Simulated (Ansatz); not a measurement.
One stationary structure of TePb. Space group Fm-3m (No. 225), rock salt type. Method: PBE (plane waves to 420 eV, PAW, scalar-relativistic; Ansatz, a first-principles code).

```cif
data_Pb4Te4
_chemical_formula_sum 'Te4 Pb4'
_space_group_name_H-M_alt 'Fm-3m'
_space_group_IT_number 225
_space_group_name_Hall '-F 4 2 3'
_cell_length_a 6.57029
_cell_length_b 6.57029
_cell_length_c 6.57029
_cell_angle_alpha 90.000
_cell_angle_beta 90.000
_cell_angle_gamma 90.000
loop_
_atom_site_label
_atom_site_type_symbol
_atom_site_symmetry_multiplicity
_atom_site_Wyckoff_symbol
_atom_site_fract_x
_atom_site_fract_y
_atom_site_fract_z
_atom_site_occupancy
Te1 Te 4 a 0.00000 0.00000 0.00000 1
Pb1 Pb 4 b 0.50000 0.50000 0.50000 1
```
(The calculation used a cell of 2 atoms; values per cell refer to that cell.)

### Question
Predict the band gap from PBE.

### Answer
0.84 eV, direct at L (no spin-orbit coupling).

No spin polarisation in the result. Spin-orbit coupling is missing; with elements this heavy it can move band edges by tenths of an eV or more.

Measured for TePb: gap 0.19 eV (0 K or low temperature; as listed in arXiv:2302.06325). Computed minus measured — gap: PBE +0.65 eV. The computed values are for a static lattice, and a measured gap can be an optical one, lowered by exciton binding.

The run could not lose the symmetry of its start.

All atoms sit on sites fixed by symmetry, so only the cell could relax.
